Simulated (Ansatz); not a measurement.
In3GaP4 as one 8-atom ordering (Pmm2) on the zincblende lattice: a relaxation of cell and atoms in Ansatz 0.2.0 (r2SCAN). It starts from the PBE minimum.

```yaml
crystal:
  lattice:
    - [4.128047389, 0.0, 0.0]
    - [0.0, 8.2677920756, 0.0]
    - [0.0, 0.0, 5.8477891692]
  atoms:
    - { symbol: Ga, position: [0.0, 0.0, -0.0030214448] }
    - { symbol: P, position: [0.5, 0.0, 0.2208713489] }
    - { symbol: In, position: [0.5, 0.240800507, 0.4997380429] }
    - { symbol: P, position: [0.0, 0.2371281596, 0.7606755929] }
    - { symbol: In, position: [0.0, 0.5, 0.0014238155] }
    - { symbol: P, position: [0.5, 0.5, 0.2598990087] }
    - { symbol: In, position: [0.5, 0.759199493, 0.4997380429] }
    - { symbol: P, position: [0.0, 0.7628718404, 0.7606755929] }
kpoints:
  mp_grid: { grid: [6, 4, 4] }
hamiltonian:
  xc: r2scan
scf:
  occupations: { method: fermi_dirac, width: 0.02 }
relax:
  f_tol: 0.005
  cell: {}
```

The trajectory has 5 recorded frames, each with positions in Å and forces in eV/Å. Some frames, the last among them, repeat a geometry solved again on a basis re-selected at its cell; pressure is positive in compression.

Step 1: energy 0.0 meV/atom from step 1, largest force component 0.035 eV/Å, pressure -1.82 GPa
```xyz
8
Lattice="4.1280 0.0000 0.0000 0.0000 8.2678 0.0000 0.0000 0.0000 5.8478" Properties=species:S:1:pos:R:3:forces:R:3 pbc="T T T"
Ga    0.0000    0.0000   -0.0177    0.0000    0.0000   -0.0349
P     2.0640    0.0000    1.2916    0.0000    0.0000    0.0042
In    2.0640    1.9909    2.9224    0.0000    0.0035    0.0000
P     0.0000    1.9605    4.4483    0.0000   -0.0309    0.0107
In    0.0000    4.1339    0.0083    0.0000    0.0000    0.0168
P     2.0640    4.1339    1.5198    0.0000    0.0000   -0.0076
In    2.0640    6.2769    2.9224    0.0000   -0.0035    0.0000
P     0.0000    6.3073    4.4483    0.0000    0.0309    0.0107
```

Q: Estimate where the relaxation ends.

A:
Step 2: energy -3.4 meV/atom from step 1, largest force component 0.140 eV/Å, pressure +0.51 GPa
```xyz
8
Lattice="4.0812 0.0000 0.0000 0.0000 8.1770 0.0000 0.0000 0.0000 5.7848" Properties=species:S:1:pos:R:3:forces:R:3 pbc="T T T"
Ga    0.0000    0.0000   -0.0179    0.0000    0.0000   -0.0009
P     2.0406    0.0000    1.2866    0.0000    0.0000   -0.1403
In    2.0406    1.9715    2.8909    0.0000    0.0056   -0.0021
P     0.0000    1.9453    4.3971    0.0000   -0.1015    0.0742
In    0.0000    4.0885    0.0071    0.0000    0.0000   -0.0014
P     2.0406    4.0885    1.5027    0.0000    0.0000   -0.0017
In    2.0406    6.2055    2.8909    0.0000   -0.0056   -0.0021
P     0.0000    6.2317    4.3971    0.0000    0.1015    0.0742
```

Step 3: energy -3.9 meV/atom from step 1, largest force component 0.013 eV/Å, pressure -0.02 GPa
```xyz
8
Lattice="4.0894 0.0000 0.0000 0.0000 8.1964 0.0000 0.0000 0.0000 5.7983" Properties=species:S:1:pos:R:3:forces:R:3 pbc="T T T"
Ga    0.0000    0.0000   -0.0157    0.0000    0.0000   -0.0098
P     2.0447    0.0000    1.2764    0.0000    0.0000    0.0133
In    2.0447    1.9716    2.8970    0.0000    0.0040    0.0023
P     0.0000    1.9396    4.4136    0.0000    0.0045   -0.0100
In    0.0000    4.0982    0.0054    0.0000    0.0000    0.0008
P     2.0447    4.0982    1.5076    0.0000    0.0000    0.0112
In    2.0447    6.2248    2.8970    0.0000   -0.0040    0.0023
P     0.0000    6.2569    4.4136    0.0000   -0.0045   -0.0100
```

Step 4: energy -3.9 meV/atom from step 1, largest force component 0.002 eV/Å, pressure 0.00 GPa
```xyz
8
Lattice="4.0890 0.0000 0.0000 0.0000 8.1952 0.0000 0.0000 0.0000 5.7988" Properties=species:S:1:pos:R:3:forces:R:3 pbc="T T T"
Ga    0.0000    0.0000   -0.0173    0.0000    0.0000   -0.0009
P     2.0445    0.0000    1.2770    0.0000    0.0000    0.0013
In    2.0445    1.9714    2.8975    0.0000    0.0003   -0.0009
P     0.0000    1.9403    4.4130    0.0000   -0.0016    0.0016
In    0.0000    4.0976    0.0065    0.0000    0.0000    0.0005
P     2.0445    4.0976    1.5092    0.0000    0.0000   -0.0023
In    2.0445    6.2237    2.8975    0.0000   -0.0003   -0.0009
P     0.0000    6.2549    4.4130    0.0000    0.0016    0.0016
```

Step 5: energy -3.9 meV/atom from step 1, largest force component 0.002 eV/Å, pressure -0.01 GPa
```xyz
8
Lattice="4.0890 0.0000 0.0000 0.0000 8.1952 0.0000 0.0000 0.0000 5.7988" Properties=species:S:1:pos:R:3:forces:R:3 pbc="T T T"
Ga    0.0000    0.0000   -0.0173    0.0000    0.0000   -0.0009
P     2.0445    0.0000    1.2770    0.0000    0.0000    0.0013
In    2.0445    1.9714    2.8975    0.0000    0.0003   -0.0009
P     0.0000    1.9403    4.4130    0.0000   -0.0016    0.0016
In    0.0000    4.0976    0.0065    0.0000    0.0000    0.0005
P     2.0445    4.0976    1.5092    0.0000    0.0000   -0.0023
In    2.0445    6.2237    2.8975    0.0000   -0.0003   -0.0009
P     0.0000    6.2549    4.4130    0.0000    0.0016    0.0016
```

In 4 steps the volume changed by -2.6 %; between the first SCF and the last, each on a basis chosen for its cell, the energy fell by 3.9 meV an atom. Final cell: the symmetry is Pmm2 (No. 25, orthorhombic); a = 4.089 Å, b = 8.195 Å, c = 5.799 Å in the conventional setting, 24.29 Å³ an atom. Ga is surrounded by 4 P at 2.37–2.42 Å; P is surrounded by 2 Ga at 2.42 Å and 2 In at 2.55 Å; In is surrounded by 4 P at 2.54–2.55 Å; P is surrounded by 1 Ga at 2.37 Å and 3 In at 2.55–2.57 Å; In is surrounded by 4 P at 2.54–2.57 Å; P is surrounded by 4 In at 2.54 Å.

Run as `ansatz run input.yaml --threads 4 --pin off --max-ram 6451MiB --backend cpu --events-out ev --progress --plain --runs-dir out`. It took 67 s on 4 threads of Arm Neoverse V1, with other jobs on the host, load about 0.6 per core; peak host memory 0.99 GiB.

The calculation is spin-unpolarised, and the structure need not be a phase that has been made.
